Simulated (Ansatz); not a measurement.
## Si: energy along a strain

Si, P6_3/mmc, a = 2.666 Å, c = 4.506 Å (as given, not relaxed at this level: -1.0 GPa). This isn't the element's structure at ambient conditions. Ansatz: r2SCAN, PAW, 500 eV, Γ-centred 24×24×10 mesh on 2 atoms, Gaussian smearing 0.15 eV; no spin polarisation. Cell vectors (Å): 2.666 0.000 0.000; -1.333 2.308 0.000; 0.000 0.000 4.506. The cell is strained by x per cent times the pattern (1 1 0 0 0 0) in the order xx yy zz yz xz xy (engineering shears), with fractional coordinates held. y is the free energy over the start, V0 = 13.864 Å³/atom.

```tsv
x (%)	y (meV/atom)
-6.00	?
-4.50	31.68
-3.00	10.04
-1.50	-0.02
0.00	0.00
1.50	8.17
3.00	22.90
4.50	42.61
5.25	53.93
6.00	66.15
```

Problem. Fit y = c1 x + c2 x² + c3 x³ to the other rows, get the stiffness along the pattern, and predict the missing energy.

Solution. Least squares on the rows shown. y = 2.8390 x + 1.8354 x² − 0.079158 x³. The clamped-ion stiffness p·C·p = 2 × 18.35 eV × 160.2 / 13.864 Å³ = 424 GPa (second derivative at the start, which stands under stress). At x = -6.00 the fit asked for gives 66.14 meV/atom. The run gave 65.96 meV/atom, so the fit is 0.18 meV/atom too high, within twice the rms miss on the fitted rows (0.11 meV/atom).